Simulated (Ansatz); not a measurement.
## Scan of one atom of the cell for CoSi2 (fluorite type, space group Fm-3m)

Starting cell, CoSi2 (fluorite type, space group Fm-3m):

```
CoSi2
1.0
    0.00000     2.68017     2.68017
    2.68017     0.00000     2.68017
    2.68017     2.68017     0.00000
Co Si
1 2
Direct
  0.00000   0.00000   0.00000
  0.25000   0.25000   0.25000
  0.75000   0.75000   0.75000
```

Scan: atom 1 (Co, nearest neighbour Si at 2.321 Å; its periodic images, 3.8 Å or more away, move with it) is displaced along Cartesian z, direction (0.000, 0.000, 1.000) in Cartesian axes, by s. The other atoms stay.

Computed with PBE (plane waves to 420 eV, PAW, scalar-relativistic; Ansatz, an electronic-structure program). k mesh 12×12×12 (Γ-centred), Fermi-Dirac smearing 0.05 eV. E stands for the smeared free energy. Compression counts positive. With partly filled bands, energies and forces of such displacements shift with the k mesh and the smearing. F∥ is the force on the atom along that direction. CoSi2 is run without spin polarisation. CoSi2 was relaxed with its symmetry unable to fall. The PAW data are Ansatz's earlier set. The zero of ΔE is the undisplaced structure.

```json
[
 {"s (Å)": "-0.230", "ΔE (eV/cell)": "0.306", "F∥ (eV/Å)": "2.666", "P (GPa)": "4.2"},
 {"s (Å)": "-0.184", "ΔE (eV/cell)": "0.196", "F∥ (eV/Å)": "2.132", "P (GPa)": "2.7"},
 {"s (Å)": "-0.138", "ΔE (eV/cell)": "0.110", "F∥ (eV/Å)": "1.597", "P (GPa)": "1.5"},
 {"s (Å)": "-0.092", "ΔE (eV/cell)": "0.049", "F∥ (eV/Å)": "1.064", "P (GPa)": "0.7"},
 {"s (Å)": "-0.046", "ΔE (eV/cell)": "0.012", "F∥ (eV/Å)": "0.532", "P (GPa)": "0.2"},
 {"s (Å)": "0.000", "ΔE (eV/cell)": "0.000", "F∥ (eV/Å)": "0.000", "P (GPa)": "0.0"},
 {"s (Å)": "0.046", "ΔE (eV/cell)": "0.012", "F∥ (eV/Å)": "-0.532", "P (GPa)": "0.2"},
 {"s (Å)": "0.092", "ΔE (eV/cell)": "0.049", "F∥ (eV/Å)": "-1.064", "P (GPa)": "0.7"},
 {"s (Å)": "0.138", "ΔE (eV/cell)": "0.110", "F∥ (eV/Å)": "-1.597", "P (GPa)": "1.5"},
 {"s (Å)": "0.184", "ΔE (eV/cell)": "0.196", "F∥ (eV/Å)": "-2.132", "P (GPa)": "2.7"},
 {"s (Å)": "0.230", "ΔE (eV/cell)": "0.306", "F∥ (eV/Å)": "-2.666", "P (GPa)": "4.2"}
]
```

What the scan shows:

Energy at s = 0.230 Å: 306 meV/cell
Force along the line at s = -0.230 Å: 2.67 eV/Å
Symmetry of the curve: even: the same for both signs
Shape of the curve: a single well with its minimum at or next to zero displacement
Force constant k = d²E/ds² at s = 0 (finite differences): 11.6 eV/Å²
Harmonic estimate at the end of the scan: ½ks² = 306 meV/cell against the computed 306 meV/cell, so the well is close to harmonic there

(A displaced cell: forces are minus the slopes of the energy, force constants its curvatures, and phonons follow from these.)
